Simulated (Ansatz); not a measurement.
MgNiGe:
```
CELL_PARAMETERS angstrom
      6.44415     0.00000     0.00000
      0.00000     4.04600     0.00000
      0.00000     0.00000     6.87944
ATOMIC_POSITIONS crystal
  Mg 0.00343 0.25000 0.31116
  Mg 0.99657 0.75000 0.68884
  Mg 0.49657 0.75000 0.81116
  Mg 0.50343 0.25000 0.18884
  Ni 0.34548 0.25000 0.55577
  Ni 0.65452 0.75000 0.44423
  Ni 0.15452 0.75000 0.05577
  Ni 0.84548 0.25000 0.94423
  Ge 0.20931 0.25000 0.88299
  Ge 0.79069 0.75000 0.11701
  Ge 0.29069 0.75000 0.38299
  Ge 0.70931 0.25000 0.61701
```

Relaxed with r²SCAN. Special points in fractions of this cell's reciprocal vectors: Γ (0.000, 0.000, 0.000); X (0.500, 0.000, 0.000); S (0.500, 0.500, 0.000); Y (0.000, 0.500, 0.000); Z (0.000, 0.000, 0.500); U (0.500, 0.000, 0.500); R (0.500, 0.500, 0.500); T (0.000, 0.500, 0.500).

**Question.** List the band energies nearest the Fermi level at these points for the program Ansatz at the r²SCAN level (PAW).

**Answer.** In eV from the Fermi level; about four levels below and three above (degenerate sets whole), none deeper than 8.9 eV; points with the same levels are listed once.

```
k                    below                above
-  -----------------------  -------------------
Γ  -1.62 -1.62 -1.43 -0.66       0.87 0.96 1.30
X  -1.39 -1.39 -0.70 -0.70  1.19 1.19 1.99 1.99
S  -1.14 -1.14 -1.14 -1.14  0.47 0.47 0.47 0.47
Y  -0.94 -0.94 -0.23 -0.23  0.18 0.18 2.25 2.25
Z  -1.26 -1.26 -0.60 -0.60  0.08 0.08 1.35 1.35
U  -0.43 -0.43 -0.39 -0.39  1.15 1.15 1.18 1.18
R  -0.53 -0.53 -0.53 -0.53  0.47 0.47 0.47 0.47
T  -1.23 -1.23 -0.10 -0.10  0.81 0.81 2.57 2.57
```

Space group Pnma. The workflow started from a Materials Project entry (that database holds measured and hypothetical structures alike); the Crystallography Open Database files this formula in space group No. 62, but the cells were not matched. Its standing as an ambient phase is unchecked. The r²SCAN relaxation kept the symmetry of its start; whether a distortion lowers the energy is not shown. The run is not spin-polarised. Scalar-relativistic: spin–orbit coupling is off unless named, which matters more the heavier the elements.

Potentials: the later of the program's two PAW sets.
